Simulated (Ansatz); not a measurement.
Level of theory: DFT PBE, scalar-relativistic, plane waves, PAW in Ansatz 0.2.0. Cutoff 420 eV, Γ-centred meshes of about 0.25 Å⁻¹ or finer for metals and 0.3 Å⁻¹ for insulators (2π included), Gaussian smearing. No spin polarisation.

A search over trial structures of Na₅ZrO₂ gave this relaxed cell.

```
CELL_PARAMETERS angstrom
2.98069 -1.72038 0.00000
2.98069 1.72038 0.00000
-2.10088 0.00000 18.93159
ATOMIC_POSITIONS crystal
Na 0.72662 0.72662 0.67339
Na 0.11447 0.11447 0.83524
Na 0.50000 0.50000 0.00000
Na 0.88553 0.88553 0.16476
Na 0.27338 0.27338 0.32661
Zr 0.00000 0.00000 0.50000
O 0.31649 0.31649 0.45210
O 0.68351 0.68351 0.54790
```

Question: Is it a true minimum?

Answer: As far as tested, yes. The phonons at Γ show no imaginary mode. (Phonon run: 10×10×2 k mesh, Gaussian smearing of 0.10 eV.) After random moves of the atoms it relaxes back. Other q points weren't tested. The optical modes at Γ run from 21 to 459 cm⁻¹. Na on a site of symmetry m is surrounded by 1 O at 2.38 Å, 9 Na at 3.44–3.66 Å and 3 Zr at 3.84 Å; Na on a second site of symmetry m is surrounded by 12 Na at 3.44–3.71 Å; around Zr lie 6 O at 2.18 Å, 6 Zr at 3.44 Å and 6 Na at 3.84 Å; O has 3 Zr at 2.18 Å, 1 Na at 2.38 Å and 3 O at 2.69 Å; 1 more site not described.

An odd number of electrons in the primitive cell allows no gap without spin; a larger cell or a magnetic state could open one. Phonons of metals hang on the k mesh and the smearing.
